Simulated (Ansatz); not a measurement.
Ta:
```cif
data_Ta8
_chemical_formula_sum 'Ta8'
_space_group_name_H-M_alt 'Fd-3m :1'
_space_group_IT_number 227
_space_group_name_Hall 'F 4d 2 3 -1d'
_cell_length_a 6.05500
_cell_length_b 6.05500
_cell_length_c 6.05500
_cell_angle_alpha 90.000
_cell_angle_beta 90.000
_cell_angle_gamma 90.000
loop_
_atom_site_label
_atom_site_type_symbol
_atom_site_symmetry_multiplicity
_atom_site_Wyckoff_symbol
_atom_site_fract_x
_atom_site_fract_y
_atom_site_fract_z
_atom_site_occupancy
Ta1 Ta 8 b 0.50000 0.50000 0.50000 1
```
(The calculation used a cell of 2 atoms; values per cell refer to that cell.)

Relaxed with r²SCAN.

### Question
Tabulate the valence density and the electron localisation function along the shortest Ta–Ta contact (2.62 Å), plane-wave PAW r²SCAN (Ansatz code).

### Answer


```csv
distance from Ta (Å),density (e/Å³),ELF
0.26,4.14,0.24
0.39,4.43,0.51
0.52,3.98,0.67
0.66,2.97,0.68
0.79,1.89,0.59
0.92,1.08,0.44
1.05,0.68,0.36
1.18,0.54,0.41
1.31,0.51,0.45
1.44,0.54,0.41
1.57,0.68,0.36
1.70,1.08,0.44
1.84,1.89,0.59
1.97,2.97,0.68
2.10,3.98,0.67
2.23,4.43,0.51
2.36,4.14,0.24
```

The density is the valence pseudo-density with augmentation charge, so density and ELF within about 1 Å of a nucleus are not all-electron values.

The start of the workflow was typed in or built on a structure type; neither database checked (COD, Materials Project) lists it. It is not the phase usual at ambient conditions (space group No. 229). Symmetry was held in the r²SCAN relaxation; its stability against distortions is not shown here. The run is not spin-polarised. Scalar-relativistic: spin–orbit coupling is off unless named, which matters more the heavier the elements.

Potentials: the later of the program's two PAW sets.
